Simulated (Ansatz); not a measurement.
Al₂O₃:
```
Al2O3
1.0
    4.85220     2.74205     0.00000
   -4.85220     2.74205     0.00000
   -3.07178     0.00000     4.73377
Al O
4 6
Cartesian
 -5.63932   3.16044   2.44916
 -4.10343   2.32366   0.08227
  0.85224   3.05066   2.33173
 -0.68365   2.43344   4.69861
 -5.98936   3.52373   4.18961
 -4.45347   1.96037   1.82272
  0.96209   2.76553   4.09057
  2.49798   2.71857   1.72368
 -1.72380   3.63565   4.09906
 -0.18791   1.84845   1.73217
```

Relaxed with r²SCAN. Special points in fractions of this cell's reciprocal vectors: Γ (0.000, 0.000, 0.000); C (0.363, 0.363, 0.000); C2 (-0.363, 0.637, 0.000); Y2 (-0.500, 0.500, 0.000); M2 (-0.500, 0.500, 0.500); D (-0.257, 0.743, 0.500); D2 (0.257, 0.257, 0.500); A (0.000, 0.000, 0.500); L2 (0.000, 0.500, 0.500); V2 (0.000, 0.500, 0.000).

Question: List the band energies nearest the valence-band maximum at these points for DFT-r²SCAN in the program Ansatz with PAW potentials.

Answer: In eV from the valence-band maximum; about four levels below and three above (degenerate sets whole), none deeper than 8.9 eV; points with the same levels are listed once.

```tsv
k	below	above
Γ	-0.76 -0.53 -0.08 -0.02	4.72 8.82 8.99
C	-1.03 -0.64 -0.46 -0.33	7.48 8.23 8.39
Y2	-1.01 -0.71 -0.29 -0.18	7.13 8.17 9.42
M2	-0.46 -0.46 -0.29 -0.29	7.35 7.35 8.61 8.61
D	-0.71 -0.71 -0.46 -0.46	8.07 8.07 8.72 8.72
A	-0.94 -0.94 -0.17 -0.17	7.32 7.32 9.33 9.33
L2	-1.05 -0.59 -0.42 -0.33	7.70 8.11 8.85
V2	-1.01 -0.76 -0.35 -0.24	7.01 7.64 8.81
```

Space group Cc. The start of the workflow was typed in or built on a structure type; neither database checked (COD, Materials Project) lists it. It is not the phase usual at ambient conditions (space group No. 167). Symmetry was held in the r²SCAN relaxation; its stability against distortions is not shown here.

Potentials: the earlier of the program's two PAW sets.
